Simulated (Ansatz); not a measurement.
HfS2:
```xyz
3
Lattice="3.6060 0.0000 0.0000 -1.8030 3.1229 0.0000 0.0000 0.0000 5.7677" Properties=species:S:1:pos:R:3 pbc="T T T"
Hf     0.0000     0.0000     0.0000
S      1.8030     1.0410     4.3116
S      0.0000     2.0819     1.4561
```

x, y and z are the axes in which the lattice vectors are written.

### Question
Give the high-frequency dielectric tensor and the Born effective charge tensors of the independent atoms from DFPT, the program Ansatz at the PBE+D3(BJ) level (PAW).

### Answer

ε∞:
```
10.7  0.00  0.00
0.00  10.7  0.00
0.00  0.00  5.79
```
Z* of atom 1 (Hf), rows: field, columns: displacement, in e:
```
6.70  0.00  0.00
0.00  6.70  0.00
0.00  0.00  1.99
```
Z* of atom 2 (S), rows: field, columns: displacement, in e:
```
-3.35   0.00   0.00
 0.00  -3.35   0.00
 0.00   0.00  -1.00
```

Static charges for comparison (Bader): Hf1 +2.12, S2 -1.06 e. Born charges measure polarisation by displacement and can exceed these by far.

Space group P-3m1 (CdI2 type). The cell was relaxed with PBE+D3(BJ) under the symmetry of its start; phonons on a q-mesh show no instability. The run is not spin-polarised. Spin–orbit coupling is left out wherever it is not named.

Potentials: the later of the program's two PAW sets.
